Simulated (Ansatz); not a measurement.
**Ta₂O₅, first-principles data**

Ta2O5:
```yaml
crystal:
  lattice:
    - [3.81022, 0.00000, 0.00000]
    - [0.00000, 3.83706, 0.00000]
    - [-1.89905, 0.00000, 6.45976]
  atoms:
    - { symbol: Ta, position: [0.64637, 0.00000, 0.79239] }
    - { symbol: Ta, position: [0.35363, 0.00000, 0.20761] }
    - { symbol: O, position: [0.65115, 0.50000, 0.80063] }
    - { symbol: O, position: [0.34885, 0.50000, 0.19937] }
    - { symbol: O, position: [0.18561, 0.00000, 0.87072] }
    - { symbol: O, position: [0.81439, 0.00000, 0.12928] }
    - { symbol: O, position: [0.50000, 0.00000, 0.50000] }
```

Space group Cmmm (No. 65); conventional cell a = 3.810 Å, b = 12.920 Å, c = 3.837 Å, α = 90.00°, β = 90.00°, γ = 90.00°.

Method: LDA (plane waves, PAW; program Ansatz). The cell and atoms are relaxed at this level. Other levels are named where they apply.

**Cell and energy**

```json
{
 "volume_per_atom": "13.49 Å³",
 "density": "7.77 g/cm³",
 "Formation energy from the elements (no fitted shifts)": "-2.93 eV/atom"
}
```

**Electronic structure**

```json
{
 "band_gap": "2.14 eV (indirect)",
 "valence_band_maximum": "at E (k = 0.500, 0.500, 0.500 in fractions of the reciprocal vectors)",
 "conduction_band_minimum": "at B (k = 0.000, 0.000, 0.500 in fractions of the reciprocal vectors)",
 "smallest_direct_gap_on_the_standard_path": "2.73 eV",
 "electron_effective_mass": "0.22, 0.31, 10 mₑ (principal values)"
}
```

**Dielectric response**

```json
{
 "Electronic dielectric constant ε∞ (DFPT)": "4.74 (xx), 6.75 (yy), 4.77 (zz)",
 "Static dielectric constant ε0 (ions relaxed, cell fixed)": "203 (xx), 191 (yy), 32.1 (zz)",
 "Born charges (a third of the trace)": "Ta +7.98, O -3.47 to -2.89 e"
}
```

**Phonons**

```json
{
  "Highest zone-centre frequency (without LO–TO term)": "871 cm⁻¹",
  "zone_centre_stability": "no imaginary mode at Γ"
}
```

The first step of the workflow began from a Materials Project structure, measured or hypothetical; the Crystallography Open Database copy checked does not list it. COD files the formula under space group No. 49. Whether it is the stable phase at ambient conditions was not checked. The cell was relaxed with LDA under the symmetry of its start. No spin polarisation was allowed. Point labels and valley counts follow the cell and symmetry of the run, lower than the named group. The references are the lowest solids computed at this level, not always the standard phases (solids in place of the gases). Scalar-relativistic: spin–orbit coupling is off unless named, which matters more the heavier the elements.

Potentials: the later of the program's two PAW sets.
